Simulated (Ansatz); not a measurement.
MgScF₃: input and output

input.yaml (Ansatz 0.2.0)

```yaml
crystal:
  lattice:
    - [3.680429, 0.0, 0.0]
    - [0.0, 3.680429, 0.0]
    - [0.0, 0.0, 3.680429]
  atoms:
    - { symbol: Sc, position: [0.5, 0.5, 0.5] }
    - { symbol: Mg, position: [0.0, 0.0, 0.0] }
    - { symbol: F, position: [0.5, 0.0, 0.0] }
    - { symbol: F, position: [0.0, 0.5, 0.0] }
    - { symbol: F, position: [0.0, 0.0, 0.5] }
  symmetry: { tolerance: 0.0003 }
kpoints:
  mp_grid: { grid: [9, 9, 9], shift: [0, 0, 0] }
  band_path:
    path:
      - [0.0, 0.0, 0.0]
      - [0.0, 0.5, 0.0]
      - [0.5, 0.5, 0.0]
      - [0.0, 0.0, 0.0]
      - [0.5, 0.5, 0.5]
      - [0.0, 0.5, 0.0]
      - [0.5, 0.5, 0.5]
      - [0.5, 0.5, 0.0]
    npoints: 8
magnetization:
  spin_polarized: false
scf:
  occupations: { method: fermi_dirac }
  lower_state_search: "off"
  max_iter: 200
hamiltonian:
  pseudopotentials: { kind: paw }
  xc: r2scan
basis:
  ecutwfc: 500
  fft_grid_basis: typed
output:
  forces: true
  stress: true
  eigenvalues: true
  bader: true
  populations: true
  elf: true
  write_potential: true
  volumetric_format: npy
  dos:
    e_range: [-12, 8]
    de: 0.05
    projected: { site_lists: { F: [F], Mg: [Mg], Sc: [Sc] } }
checkpoint:
  read: saved_state
```

The saved state is an earlier solution for the same cell, perhaps on another mesh. 

Excerpt of what it printed:

```
Pseudopotentials: kind: paw
Pseudopotential: Sc, paw, valence charge 11, recommended cutoff 500 eV (meta_gga), Sc.paw.azcp
Pseudopotential: Mg, paw, valence charge 10, recommended cutoff 500 eV (meta_gga), Mg.paw.azcp
Pseudopotential: F, paw, valence charge 7, recommended cutoff 500 eV (meta_gga), F.paw.azcp
Functional definition: r2SCAN
  exchange = r2scan_x(k0 = k0, k1 = k1, a1 = a1)
  correlation = r2scan_c
Crystal: 5 atoms, lattice volume = 49.853 Å³
Basis set: ecut = 500 eV, 1309 PW (Γ), exchange–correlation on 108×108×108 points (64 copies of the dense FFT grid, shifted against one another)
Bands: 26, of which v1, the nominal top of the filled ones, is band 21 counted from 1 (20 counted from 0)
Symmetry: 48 space group operations
Space group: Pm-3m (ITA 221), of the structure as read, at distance tolerance 1.1e-3 Å
k-points: 35 of 729
Initial density: read from a saved state, or passed on in memory by an earlier SCF of this step, an earlier step, the calling program or the single point that the run made first
Functional: x = r2scan, c = r2scan; τ floored in thin density (d = 2e-4 eV/Å³)
SCF iter   1: F=-6499.9282 eV  Δρ=4.15e-3  dr2=7.59e-3  dr2_τ=1.47e-3
SCF iter   2: F=-6499.9314 eV  Δρ=1.96e-3  dr2=1.83e-3  dr2_τ=2.88e-4
SCF iter   3: F=-6499.9322 eV  Δρ=5.10e-4  dr2=1.57e-4  dr2_τ=1.51e-5
SCF iter   4: F=-6499.9322 eV  Δρ=2.36e-4  dr2=2.39e-5  dr2_τ=2.19e-6
SCF iter   5: F=-6499.9322 eV  Δρ=7.72e-5  dr2=4.75e-6  dr2_τ=1.66e-7
SCF iter   6: F=-6499.9322 eV  Δρ=2.47e-5  dr2=3.90e-7  dr2_τ=1.79e-8
SCF iter   7: F=-6499.9322 eV  Δρ=6.82e-6  dr2=2.51e-8  dr2_τ=1.22e-9
Free energy (F): -6499.9322 eV
Harris-Foulkes:  -6499.9322 eV  (|F-HF|=6.08e-10)
Internal energy: -6499.8192 eV  (E = F + TS)
E sigma→0 (E₀):  -6499.8757 eV
Entropy (-TS):   -0.1130 eV (-22.598 meV/atom)
Fermi energy:    14.8712 eV
--- Per-component energies (eV) ---
  E_band       = -500.9676
  E_kinetic    = 981.9360
  E_local      = -3617.6337  (includes V_loc(G=0)·N_el)
  E_nonlocal   = 404.3748
  E_hartree    = 1303.4483
  E_xc         = -371.1279
  E_vxc        = -537.7054  (∫ρ·V_xc dr)
  E_paw        = -1872.4384  (= ΣΔE_a)
  E_vpaw       = -376.2270  (= ΣTr[D̂ρ^β])
  E_aug_tail   = 0.0026  (compensation charges beyond the density's cutoff)
  E_vtau       = 37.3944  (kinetic-family band-sum trace: ∫τ·v_τ [+ j·A + Jᵃ·Aᵃ] dr)
  E_ewald      = -3328.0221
  E_core_change = -0.3589  (= ΣΔE_core)
  E_smearing   = -0.1130  (= −TS)
--- Stress (GPa, compression-positive) ---
       29.1819       0.0000       0.0000
        0.0000      29.1819       0.0000
        0.0000       0.0000      29.1819
  P = ⅓ Tr σ = 29.1819 GPa (291.819 kbar)
--- Löwdin populations: 5 sites ---
  site symbol       q [e]
     0     Sc     10.4253
     1     Mg      8.3447
     2      F      7.6957
     3      F      7.6957
     4      F      7.6957
  spilling = 0.0034 (of n_electrons = 42.0000)
--- Bader charges: 5 sites ---
  site symbol  charge [e]  shift [e]
     0     Sc      1.1515     0.0001
     1     Mg      1.7682     0.0105
     2      F     -0.9732     0.0035
     3      F     -0.9732     0.0035
     4      F     -0.9732     0.0035
```

Origin: a known structure type with other elements, at an estimated volume, so it need not be a known compound. Caveats: many states at the Fermi level without spin polarisation, so a magnetic state may lie lower; atoms or cell far from equilibrium.
